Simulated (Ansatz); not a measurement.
Relaxed-ion elastic tensor of MoIr (rock salt, Fm-3m) in GPa (Voigt order), the program Ansatz at the PBEsol level (PAW); density 14.27 g/cm³, 16.76 Å³ per atom.

```
 253   244   244   0.0   0.0   0.0
 244   253   244   0.0   0.0   0.0
 244   244   253   0.0   0.0   0.0
 0.0   0.0   0.0  -4.6   0.0   0.0
 0.0   0.0   0.0   0.0  -4.6   0.0
 0.0   0.0   0.0   0.0   0.0  -4.6
```

Task: Is the crystal mechanically stable?

Result: No: the smallest eigenvalue of C is -4.6 GPa.

The start of the workflow was typed in or built on a structure type; neither database checked (COD, Materials Project) lists it. COD files the formula under space group No. 51. Its standing as an ambient phase is unchecked. Symmetry was held in the PBEsol relaxation. At this level the phase is mechanically unstable. The run is not spin-polarised. Its formation energy is positive at this level, so the cell may be metastable or incomplete. As this level gives no gap, shear constants depend on the k-mesh and smearing (Fermi–Dirac, 0.1 eV here). Spin–orbit coupling is left out wherever it is not named.

Potentials: the later of the program's two PAW sets.
